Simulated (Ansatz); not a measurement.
**Stress against strain in LuPd**

```
CELL_PARAMETERS angstrom
3.41500 0.00000 0.00000
0.00000 3.41500 0.00000
0.00000 0.00000 3.41500
ATOMIC_POSITIONS crystal
Lu 0.00000 0.00000 0.00000
Pd 0.50000 0.50000 0.50000
```

Atoms are numbered in the order listed.

The cell is COD entry 1538201, as deposited and not checked against the literature; nothing was relaxed.

Spin polarisation is left out, and whether a magnetic state lies lower isn't shown here.

No spin–orbit coupling, which matters for the heavy atoms here.

The calculation used DFT, PBEsol, all-electron LAPW, scalar-relativistic in Ansatz 0.2.0.

The runs use a Γ-centred 10×10×10 k mesh, Fermi–Dirac smearing of 0.05 eV, basis error target 0.5 meV/atom, no spin polarisation.

The strain is applied along the Cartesian axes of the cell as listed (γ is the engineering shear, twice εxy = εyz = εzx). Fractional coordinates are held (clamped ions).

σ is the change of stress from the unstrained cell, which is at -2.20 GPa; tension is positive, so slopes are stress–strain coefficients at that pressure. In a metal the k mesh adds noise.

Only quantities that a quadratic follows smoothly over the whole series are listed; rougher ones are left out.

```csv
γ,σxy (GPa)
-0.0200,-0.78
0.0000,0.00
0.0100,0.34
0.0200,0.66
```

Fit the series and read off the stiffness at zero strain.

Least-squares fits y = p0 + p1 x + p2 x² to the rows give σxy (GPa): p1 = 36, p2 = -150. So C44 (clamped ions) = 36 GPa.

One run, at γ = -0.0100, is withheld. Predict its row.

The fits give -0.38; the run gave -0.37.
